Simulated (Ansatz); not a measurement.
Method: Ansatz, DFT PBE, scalar-relativistic, plane waves, PAW. Settings: cutoff 420 eV, Γ-centred meshes spaced at most about 0.3 Å⁻¹ (2π included), Gaussian smearing. No spin polarisation in the final relaxations.

Temperature and zero-point effects are left out.

Compare these two cells of InGa3P4, each relaxed at this level.

A.

Space group P-43m (No. 215). a = 5.621 Å, b = 5.621 Å, c = 5.621 Å, α = 90.00°, β = 90.00°, γ = 90.00°
| atom | site | symmetry | x | y | z |
| --- | --- | --- | --- | --- | --- |
| In | 1b | -43m | 0.5000 | 0.5000 | 0.5000 |
| Ga | 3d | -42.m | 0.0000 | 0.0000 | 0.5000 |
| P | 4e | .3m | 0.7600 | 0.7600 | 0.7600 |

B.

Space group P-4m2 (No. 115). a = 3.965 Å, b = 3.965 Å, c = 11.288 Å, α = 90.00°, β = 90.00°, γ = 90.00°
```csv
atom,site,symmetry,x,y,z
In,1b,-4m2,0.5000,0.5000,0.0000
Ga,2e,2mm.,0.0000,0.0000,0.7402
Ga,1c,-4m2,0.5000,0.5000,0.5000
P,2g,2mm.,0.5000,0.0000,0.8591
P,2g,2mm.,0.5000,0.0000,0.3800
```

Question: Which placement of the atoms is lower in energy, and by how much?

Answer: They are level within the accuracy (3 meV/atom apart, with B the lower in these runs). The two share one framework of sites and differ in which element sits where. A has In and Ga ordered on zinc blende sites, space group P-43m (No. 215), 22.2 Å³/atom and a gap of 1.05 eV on its mesh; B has In and Ga ordered on zinc blende sites, space group P-4m2 (No. 115), 22.2 Å³/atom and a gap of 1.11 eV. Counting P atoms around Ga and In (those within 1.25 times the shortest such distance or 1.15 times the sum of covalent radii), A and B both have In 4, Ga 4. In A, In has 4 P at 2.53 Å; Ga is surrounded by 4 P at 2.40 Å; around P lie 3 Ga at 2.40 Å and 1 In at 2.53 Å. In B, In is surrounded by 4 P at 2.54 Å; around Ga on a site of symmetry 2mm lie 4 P at 2.39–2.40 Å; P on its first site is surrounded by 2 Ga at 2.39 Å and 2 In at 2.54 Å; 2 more sites not described. Both come from invented guesses.

Kohn–Sham gaps at this level usually fall short of measured ones. Cells relaxed within their symmetry can be saddle points.
